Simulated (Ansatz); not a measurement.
## Data sheet: BaSn (DFT)

BaSn:
```xyz
4
Lattice="2.6868 -6.3183 0.0000 2.6868 6.3183 0.0000 0.0000 0.0000 4.7065" Properties=species:S:1:pos:R:3 pbc="T T T"
Ba     2.6868     4.6194     3.5299
Ba     2.6868    -4.6194     1.1766
Sn     2.6868     0.9181     3.5299
Sn     2.6868    -0.9181     1.1766
```

Space group Cmcm (No. 63); conventional cell a = 5.3737 Å, b = 12.6366 Å, c = 4.7065 Å, α = β = γ = 90.00°.

Method: the program Ansatz at the r²SCAN level (PAW). Structure relaxed to zero pressure with the same functional. Other levels are named where they apply.

Cell and energy:

| Quantity | Result |
|---|---|
| Volume per atom | 39.95 Å³ |
| Density | 5.32 g/cm³ |
| Formation energy from the elements (no fitted shifts) | -0.85 eV/atom |

Electronic structure:

| Quantity | Result |
|---|---|
| Electronic character | metallic (no gap) |
| Density of states at the Fermi level | 0.25 states/eV per atom (mean over ±0.08 eV) |

The workflow started from a Materials Project entry (that database holds measured and hypothetical structures alike); the Crystallography Open Database files this formula in space group No. 63, but the cells were not matched. Its standing as an ambient phase is unchecked. Symmetry was held in the r²SCAN relaxation; its stability against distortions is not shown here. Axis ratios of metals converge slowly with the k-mesh, so a and c are less sure than the volume. The references are the lowest solids computed at this level, not always the standard phases. Scalar-relativistic: spin–orbit coupling is off unless named, which matters more the heavier the elements.

Potentials: the later of the program's two PAW sets.
